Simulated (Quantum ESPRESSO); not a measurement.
Band energies of K4BeP2

```xyz
7
Lattice="2.7878 1.6095 8.3847 -2.7878 1.6095 8.3847 0.0000 -3.2191 8.3847" Properties=species:S:1:pos:R:3 pbc="T T T"
Be     0.0000     0.0000     0.0000
P      0.0000     0.0000    23.1679
P      0.0000     0.0000     1.9862
K      0.0000     0.0000    15.6736
K      0.0000     0.0000     9.4805
K      0.0000     0.0000    19.9062
K      0.0000     0.0000     5.2480
```

PBEsol (pw.x of Quantum ESPRESSO, ONCV potentials, without SOC); path ΓLB1,BZΓX,QFP1Z,LP; energies in eV from the valence-band maximum.

```csv
k (1/Å),point,band 21,band 22,band 23,band 24,band 25,band 26,band 27,band 28
0.00,Γ,-1.03,-0.85,-0.85,-0.04,-0.04,1.09,3.15,3.15
0.22,,-1.13,-1.01,-0.82,-0.18,-0.03,1.61,2.66,3.22
0.44,,-1.45,-0.99,-0.76,-0.42,-0.01,2.05,2.64,3.32
0.66,L,-1.56,-0.98,-0.73,-0.51,0.00,1.97,2.68,3.37
0.88,,-1.44,-0.99,-0.93,-0.45,-0.16,2.08,2.88,3.25
1.09,B1,-1.24,-1.19,-1.01,-0.38,-0.28,2.34,2.76,2.90
1.09,B,-1.24,-1.19,-1.01,-0.38,-0.28,2.34,2.76,2.90
1.33,,-1.30,-1.26,-0.84,-0.42,-0.11,2.56,2.73,2.98
1.56,,-1.40,-1.04,-0.79,-0.26,-0.09,2.41,2.64,3.11
1.79,Z,-1.45,-0.81,-0.81,-0.11,-0.11,1.92,2.41,3.18
1.98,,-1.24,-0.83,-0.83,-0.08,-0.08,1.43,2.88,3.17
2.16,Γ,-1.03,-0.85,-0.85,-0.04,-0.04,1.09,3.15,3.15
2.32,,-1.02,-1.01,-0.84,-0.12,-0.04,1.38,2.82,3.17
2.48,,-1.26,-1.01,-0.82,-0.28,-0.04,1.93,2.56,3.14
2.63,,-1.40,-1.01,-0.86,-0.39,-0.09,2.08,2.88,2.98
2.79,,-1.35,-1.07,-0.96,-0.39,-0.22,2.13,2.86,3.14
2.94,X,-1.28,-1.15,-1.01,-0.40,-0.28,2.30,2.79,2.92
2.94,Q,-1.28,-1.15,-1.01,-0.40,-0.28,2.30,2.79,2.92
3.29,F,-1.58,-1.04,-0.72,-0.64,0.00,2.29,2.66,3.07
3.29,P1,-1.51,-1.13,-0.72,-0.56,-0.01,2.20,2.73,3.14
3.44,,-1.39,-1.23,-0.74,-0.47,-0.03,2.40,2.80,3.15
3.59,,-1.37,-1.15,-0.77,-0.33,-0.07,2.56,2.72,3.09
3.74,,-1.43,-0.93,-0.80,-0.18,-0.10,2.16,2.54,3.13
3.89,Z,-1.45,-0.81,-0.81,-0.11,-0.11,1.92,2.41,3.18
3.89,L,-1.56,-0.98,-0.73,-0.51,0.00,1.97,2.68,3.37
4.15,P,-1.51,-1.13,-0.72,-0.56,-0.01,2.20,2.73,3.14
```

The PBEsol gap is indirect, 1.09 eV, from L to Γ; the smallest direct gap is 1.13 eV. Another valence extremum on the path lies within 0.02 eV, too close to call.

Geometry of the Materials Project entry, not relaxed at this level.
